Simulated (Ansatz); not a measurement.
HfC:
```xyz
2
Lattice="0.0000 2.5133 2.5133 2.5133 0.0000 2.5133 2.5133 2.5133 0.0000" Properties=species:S:1:pos:R:3 pbc="T T T"
Hf     0.0000     0.0000     0.0000
C      1.2567     1.2567     1.2567
```

Relaxed with r²SCAN.

Question: Give the Bader charges and basin volumes of the independent atoms, r²SCAN (plane waves, PAW; program Ansatz).

Answer: 

```tsv
atom	Bader charge (e)	Bader volume (Å³)
Hf1	+2.06	13.5
C2	-2.06	18.3
```

Space group F-43m (zinc blende). The start of the workflow was typed in or built on a structure type; neither database checked (COD, Materials Project) lists it. It is not the phase usual at ambient conditions (space group No. 225). Symmetry was held in the r²SCAN relaxation; its stability against distortions is not shown here. The run is not spin-polarised. Scalar-relativistic: spin–orbit coupling is off unless named, which matters more the heavier the elements.

Potentials: the earlier of the program's two PAW sets.
